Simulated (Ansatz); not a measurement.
## AuCu3-type LaPd₃

Method: PBEsol, scalar-relativistic; no spin polarisation; PAW, 420 eV, Γ-centred 8×8×8 mesh, 0.05 eV Gaussian smearing; code Ansatz; PAW files: Ansatz's generated set soft_2.

Space group Pm-3m (No. 221). a = 4.150 Å, b = 4.150 Å, c = 4.150 Å, α = 90.00°, β = 90.00°, γ = 90.00°
```tsv
atom	site	symmetry	x	y	z
La	1a	m-3m	0.0000	0.0000	0.0000
Pd	3c	4/mm.m	0.0000	0.5000	0.5000
```

The start was a prototype's sites filled with these elements; the Crystallography Open Database holds the compound in this structure.

The run used a cell of 4 atoms; the mesh refers to it.

```
Volume                                                : 17.87 Å³/atom
Band gap                                              : zero (metallic)
Density of states at the Fermi level                  : 0.25 states/(eV·atom)
Formation energy from the elements (0 K, uncorrected) : -0.79 eV/atom
Bulk modulus (Birch–Murnaghan)                        : 131 GPa
Pressure derivative B0′                               : 5.0
```

Estimate the f electrons (orthogonalised atomic orbitals) at this level of theory (PBEsol).

La 0.33.

The calculation's cell holds 65 valence electrons, an odd number. Without magnetic order each band takes two, so one stays part-filled and the crystal must be a metal. (Only strong correlation, outside this picture, could make a Mott insulator of it.)

**The experiment.** The Crystallography Open Database holds a cell as deposited of cubic LaPd3 (space group Pm-3m), temperature not stated (1982): a = 4.228 Å, 18.89 Å³/atom.

**Against experiment.** PBEsol gives 4.150 Å and 17.87 Å³/atom, −5.4 % in volume (−1.8 % in length) from the database's cell. That is a large miss for PBEsol, or the entry is off.

These numbers lack spin–orbit coupling.
